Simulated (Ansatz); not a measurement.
Input and command of a plane-wave DFT calculation in Ansatz:

```yaml
crystal:
  lattice:
    - [3.27952, 0.0, 0.0]
    - [0.0, 3.27952, 0.0]
    - [0.0, 0.0, 3.23176]
  atoms:
    - { symbol: Nb, position: [0.0, 0.0, 0.0] }
    - { symbol: Ru, position: [0.5, 0.5, 0.5] }
basis:
  ecutwfc: 500
kpoints:
  mp_grid: { grid: [16, 16, 16] }
hamiltonian:
  xc: r2scan
scf:
  occupations: { method: gaussian, width: 0.15 }
output:
  forces: true
  stress: true
  eigenvalues: true
  write_density: true
  write_potential: true
  elf: true
  volumetric_format: npy
```

```bash
ansatz run input.yaml --threads 1 --pin off --max-ram 2560MiB --backend cpu --events-out ev --progress --plain --runs-dir out
```

Processor: Arm Neoverse V1, 1 thread, on a host shared with other jobs.

Q: Estimate time, memory and problem size.

A: About 37 s on 1 thread of Arm Neoverse V1, on a shared host, peak memory 0.57 GiB. It solves 19 bands at 405 k points (the mesh reduced by symmetry) with about 895 plane waves, in 8 SCF iterations.
